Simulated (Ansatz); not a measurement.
Ni$_{5}$Ge$_{3}$: computed property card

Ni5Ge3:
Space group C2/c (No. 15); a = 10.724 Å, b = 6.675 Å, c = 6.310 Å, α = γ = 90.00°, β = 120.95°

```csv
atom,site,symmetry,x,y,z
Ni,8f,1,0.0730,0.7434,0.1457
Ni,4d,-1,0.2500,0.2500,0.5000
Ni,8f,1,0.1737,0.0863,0.0858
Ge,4e,2,0.0000,0.1036,0.2500
Ge,8f,1,0.1511,0.4336,0.0488
```
(The calculation used a cell of 16 atoms; values per cell refer to that cell.)

Space group C2/c (No. 15); conventional cell a = 10.724 Å, b = 6.675 Å, c = 6.310 Å, α = γ = 90.00°, β = 120.95°.

Method: plane-wave PAW r²SCAN (Ansatz code). Structure relaxed to zero pressure with the same functional. Other levels are named where they apply.

**Cell and energy**

| Item | Value |
|---|---|
| Volume per atom | 12.11 Å³ |
| Density | 8.77 g/cm³ |
| Formation energy from the elements (no fitted shifts) | -26 kJ/mol of atoms |

**Electronic structure**

| Quantity | Result |
|---|---|
| Electronic character | metallic (no gap) |
| Density of states at the Fermi level | 0.56 states/eV per atom (mean over ±0.08 eV) |

**Mechanics**

| Item | Result |
|---|---|
| Bulk modulus (Birch–Murnaghan fit) | 177 GPa |
| Pressure derivative B′ | 4.8 |

**Charges**

| Quantity | Value |
|---|---|
| Bader charges | Ni -0.17 to -0.04, Ge +0.15 to +0.19 e |

The workflow started from a Materials Project entry (that database holds measured and hypothetical structures alike); the Crystallography Open Database copy checked does not list it. Its standing as an ambient phase is unchecked. The r²SCAN relaxation kept the symmetry of its start; whether a distortion lowers the energy is not shown. No spin polarisation was allowed. The references are the lowest solids computed at this level, not always the standard phases. Spin–orbit coupling is left out wherever it is not named.

Potentials: the later of the program's two PAW sets.
